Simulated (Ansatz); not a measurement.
DFT+U series on CoPtO₂ (R-3m)

The geometry is a structure from the Materials Project, held fixed and not relaxed.

Common settings: PBE, 12×12×12 k mesh, Fermi–Dirac smearing of 0.05 eV. PAW means Ansatz 0.2.0 on its default frozen-core files; LAPW is all-electron LAPW in Ansatz 0.2.0. Site moments are integrated in spheres about the atoms, whose radii differ between the methods.

The reference run was typed so:

```yaml
crystal:
  lattice:
    - [1.4122699173, 0.8153744169, 5.9393891094]
    - [-1.4122699173, 0.8153744169, 5.9393891094]
    - [0.0, -1.6307488338, 5.9393891094]
  atoms:
    - { symbol: Co, position: [0.5, 0.5, 0.5], spin: 2.0 }
    - { symbol: Pt, position: [0.0, 0.0, 0.0], spin: 0.6 }
    - { symbol: O, position: [0.88775597, 0.88775597, 0.88775597] }
    - { symbol: O, position: [0.11224403, 0.11224403, 0.11224403] }
magnetization:
  spin_polarized: true
kpoints:
  mp_grid: { grid: [12, 12, 12] }
scf:
  occupations: { method: fermi_dirac, width: 0.05 }
hamiltonian:
  xc: pbe
  pseudopotentials: { kind: paw }
output:
  forces: true
  stress: true
  eigenvalues: true
  hubbard: { sites: [{ species: Co, l: d }, { species: Pt, l: d }] }
  populations: true
```

Command: `ansatz run input.yaml --threads 2 --pin off --max-ram 6144MiB --backend cpu --events-out ev --progress --plain --runs-dir out`

The input for «U = 6 eV on Co d» by LAPW differs from it in these lines, output keys apart:

```diff
-  pseudopotentials: { kind: paw }
+  pseudopotentials: { kind: all_electron, lapw: { basis_error: 0.001 } }
+  hubbard: { sites: [{ species: Co, l: d, u_eff: 6 }] }
```

The largest moment can sit on different atoms in different rows. U is Dudarev's effective value on Löwdin-orthogonalised free-atom orbitals with fully localised double counting, unless a row says otherwise (a row with U and J takes Liechtenstein's form); the search for lower states is left at its default. Gaps are Kohn–Sham gaps on the k mesh over both spins.

Without U, PAW counts the shell on its file's own orbitals, so that entry can be offset from the others.

| run | largest site moment PAW (μB) | largest site moment LAPW (μB) | gap PAW (eV) | gap LAPW (eV) | Co d electrons PAW | electrons LAPW | P PAW (GPa) | P LAPW (GPa) |
| --- | --- | --- | --- | --- | --- | --- | --- | --- |
| no U | 0.00 | 0.00 | metal | metal | 7.52 | 7.43 | 6.3 | 6.3 |
| U = 3 eV on Co d | 0.00 | 0.00 | metal | metal | 7.40 | 7.40 | 6.9 | 6.9 |
| U = 6 eV on Co d | 0.00 | 0.00 | metal | metal | 7.34 | 7.35 | 8.0 | 8.0 |
| U = 8 eV on Co d and Pt d | ? | ? | metal | metal | 7.28 | 7.16 | ? | 35.3 |
| U = 6 eV on Co d, around-mean-field double counting | 0.00 | 0.00 | metal | metal | 7.20 | 7.20 | 9.7 | 9.7 |

**Question.** What belongs in the row "U = 8 eV on Co d and Pt d", column "largest site moment LAPW (μB)"?

**Answer.** 2.37.

**Question.** What belongs in the row "U = 8 eV on Co d and Pt d", column "P PAW (GPa)"?

**Answer.** 12.4.

**Question.** Fill in "largest site moment PAW (μB)" for the row "U = 8 eV on Co d and Pt d".

**Answer.** 0.10.

PAW and LAPW ended in different states for: U = 8 eV on Co d and Pt d. With U on an open shell several self-consistent fillings exist, and such rows don't measure the error of the PAW files.

**Question.** Give the eigenvalues of the occupation matrix of Co1 d for «U = 3 eV on Co d» by PAW.

**Answer.** Majority spin: 0.37, 0.37, 0.99, 0.99, 0.99. Minority spin: 0.37, 0.37, 0.99, 0.99, 0.99.

Spin–orbit coupling is left out although heavy atoms are present. The magnetic state is the one that this cell and start allow. It needn't be the compound's measured order, which may need a larger cell or be absent.
